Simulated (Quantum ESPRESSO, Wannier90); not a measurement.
CaO (rock salt), plane waves to Wannier functions

```yaml
crystal:
  lattice:
    - [0.00000, 2.40355, 2.40355]
    - [2.40355, 0.00000, 2.40355]
    - [2.40355, 2.40355, 0.00000]
  atoms:
    - { symbol: Ca, position: [0.00000, 0.00000, 0.00000] }
    - { symbol: O, position: [0.50000, 0.50000, 0.50000] }
```

Cell from Materials Project (mp-2605), symmetrised, no further relaxation. COD (Crystallography Open Database) has an entry of this formula and space group (matched by these alone). Level: PBEsol, no spin polarisation, no spin-orbit coupling; pw.x of Quantum ESPRESSO at 68 Ry with PseudoDojo potentials, 12×12×12 k-points, Wannier90. Density: 12×12×12 mesh, cold smearing 0.01 Ry.

Base run: 10 functions from bands 5-22 of the 22 computed, start hydrogen-like Ca: s;d; O: s;p, frozen window up to 5.06 eV relative to the valence-band maximum, outer window open. Its settings: num_cg_steps = 5, trial_step = 2 and dis_mix_ratio = 0.5 (the program's defaults), conv_tol = 1.0e-6 over 4 steps, num_iter = 800, dis_conv_tol = 1.0e-6, dis_num_iter = 1000. One of them is changed at a time.

```tsv
run	disentanglement steps	localisation steps	Ω_I (Å²)	Ω_total (Å²)	ended
base	188	37	10.316	11.355	converged
num_cg_steps = 0	188	156	10.316	11.355	converged
fixed_step = 0.5	188	800	10.316	11.678	step limit
dis_mix_ratio = 0.2	509	37	10.316	11.355	converged
```
